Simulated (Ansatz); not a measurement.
Relaxed LiH (rock salt):

```
LiH
1.0
    0.00000     2.00356     2.00356
    2.00356     0.00000     2.00356
    2.00356     2.00356     0.00000
H Li
1 1
Direct
  0.00000   0.00000   0.00000
  0.50000   0.50000   0.50000
```

All values below come from PBE (plane waves to 420 eV, PAW, scalar-relativistic; Ansatz, a quantum-chemistry and plane-wave program). k mesh 11×11×11 (Γ-centred), Fermi-Dirac smearing 0.05 eV. LiH was relaxed with its symmetry unable to fall.

One atom of the cell was then moved (with its periodic images), all else fixed, and the forces (eV/Å) came out as:

```csv
atom,Fx,Fy,Fz
H1,0.666,0.000,0.000
Li2,-0.666,0.000,0.000
```

With two atoms only their relative shift counts; take Li2 as fixed.

### Question
Which atom was moved, and by which vector (Å)?

### Answer
H1, by (-0.33, 0.00, 0.00), 0.33 Å in all.

(For displaced atoms, the force is minus the slope of the energy, and its curvature is a force constant, which sets phonon frequencies.)
